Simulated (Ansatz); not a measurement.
The start is a generated cell, Te2Mo placed in the AFLOW prototype AB2_hP9_180_d_j (C40, as in CrSi2). The cell and all atomic positions are relaxed at zero pressure with PBE (plane waves to 420 eV, PAW, scalar-relativistic; Ansatz, an electronic-structure program). First-step values are on the input's coarse k-mesh.

Ansatz input (later rounds restart from its end on a renewed k-mesh):
Ansatz 0.2 input:
```yaml
crystal:
  lattice:
    - [6.1158966, 0, 0]
    - [-3.0579483, 5.2965218, 0]
    - [0, 0, 8.796303]
  atoms:
    - { symbol: Mo, position: [0.5, 0, 0] }
    - { symbol: Mo, position: [0.5, 0.5, 0.33333333] }
    - { symbol: Mo, position: [0, 0.5, 0.66666667] }
    - { symbol: Te, position: [0.16559, 0.33118, 0] }
    - { symbol: Te, position: [0.83441, 0.16559, 0.33333333] }
    - { symbol: Te, position: [0.66882, 0.83441, 0.66666667] }
    - { symbol: Te, position: [0.83441, 0.66882, 0] }
    - { symbol: Te, position: [0.16559, 0.83441, 0.33333333] }
    - { symbol: Te, position: [0.33118, 0.16559, 0.66666667] }
basis: { ecutwfc: 420, ecutrho_ratio: 4, xc_grid: 2, fft_grid_basis: typed }
kpoints: { mp_grid: { grid: [5, 5, 3] } }
hamiltonian:
  xc: pbe
  dispersion: none
  pseudopotentials: { azcp: { folder: ./paw }, kind: paw }
scf: { occupations: { method: fermi_dirac, width: 0.05 } }
relax: { f_tol: 0.01, max_steps: 100, cell: { stress_tol: 0.02 } }
output: { forces: true, stress: true }
```

| Item | Result |
|---|---|
| Initial pressure | -14.3 GPa (negative: the cell is under tension) |
| Largest initial force | 0.40 eV/Å, on Te4, Te5, Te6, Te7, Te8, Te9 (atoms numbered as listed) |
| Energy released | 0.65 to 0.66 eV/atom (the two k-meshes of the run give this range) |
| Optimiser moves | 11 |

Final structure:

Space group P6₂22 (No. 180); a = 5.2501 Å, b = 5.2501 Å, c = 8.5020 Å, α = 90.00°, β = 90.00°, γ = 120.00°

```json
[
 {"atom": "Mo", "site": "3c", "symmetry": "222", "x": "0.5000", "y": "0.0000", "z": "0.0000"},
 {"atom": "Te", "site": "6i", "symmetry": "..2", "x": "0.1727", "y": "0.3453", "z": "0.0000"}
]
```

Final values are on a 10×10×6 k-mesh of the relaxed cell. The relaxed cell holds bonded Te–Te pairs (2.98 Å). No spin polarisation in the result. A magnetic state may lie lower.

The run could not lose the symmetry of its start, so the end can be a saddle point.

The relaxed structure here is a generated cell of Te2Mo: the first start was made by placing the elements on the sites of a structure type, and the end was not matched to a known phase here, so it may be hypothetical. Known forms of Te2Mo include space group No. 194.
